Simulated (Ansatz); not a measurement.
BaLiF₃ (cubic perovskite)

```yaml
crystal:
  lattice:
    - [7.77536, 0.00000, 0.00000]
    - [0.00000, 3.88768, 0.00000]
    - [0.00000, 0.00000, 3.88768]
  atoms:
    - { symbol: Ba, position: [0.00000, 0.00000, 0.00000] }
    - { symbol: Ba, position: [0.50000, 0.00000, 0.00000] }
    - { symbol: Li, position: [0.25000, 0.50000, 0.50000] }
    - { symbol: Li, position: [0.75000, 0.50000, 0.50000] }
    - { symbol: F, position: [0.00000, 0.50000, 0.50000] }
    - { symbol: F, position: [0.50000, 0.50000, 0.50000] }
    - { symbol: F, position: [0.25000, 0.00000, 0.50000] }
    - { symbol: F, position: [0.75000, 0.00000, 0.50000] }
    - { symbol: F, position: [0.25000, 0.50000, 0.00000] }
    - { symbol: F, position: [0.75000, 0.50000, 0.00000] }
```

The atoms are displaced by Q × the pattern below (from a DFPT mode at X = (0.5, 0.0, 0.0), largest move 1; Q in Å), at fixed cell. It is one choice among 2 degenerate patterns. (q is in reciprocal vectors of the primitive cell; the cell shown is doubled to hold the pattern.)

```json
[
 {"atom": "Li3", "x": "0.000", "y": "0.000", "z": "-0.571"},
 {"atom": "Li4", "x": "0.000", "y": "0.000", "z": "0.571"},
 {"atom": "F7", "x": "0.000", "y": "0.000", "z": "0.773"},
 {"atom": "F8", "x": "0.000", "y": "0.000", "z": "-0.773"},
 {"atom": "F9", "x": "0.000", "y": "0.000", "z": "-1.000"},
 {"atom": "F10", "x": "0.000", "y": "0.000", "z": "1.000"}
]
```

Atoms not listed stay in place.

Level of theory: LDA (plane waves to 420 eV, PAW, scalar-relativistic; Ansatz, a first-principles code). k mesh 5×9×9 (Γ-centred), Fermi-Dirac smearing 0.05 eV. The energy includes the smearing's −TS. BaLiF3 was relaxed with its symmetry unable to fall. ΔE is measured from the undisplaced structure.

Q: Predict the ΔE (meV/cell) at Q (Å) = -0.233, -0.187, -0.093, 0.187, 0.233, 0.280.

A: 
```tsv
Q (Å)	ΔE (meV/cell)
-0.233	661
-0.187	421
-0.093	105
0.187	421
0.233	661
0.280	958
```

(For displaced atoms, the force is minus the slope of the energy, and its curvature is a force constant, which sets phonon frequencies.)
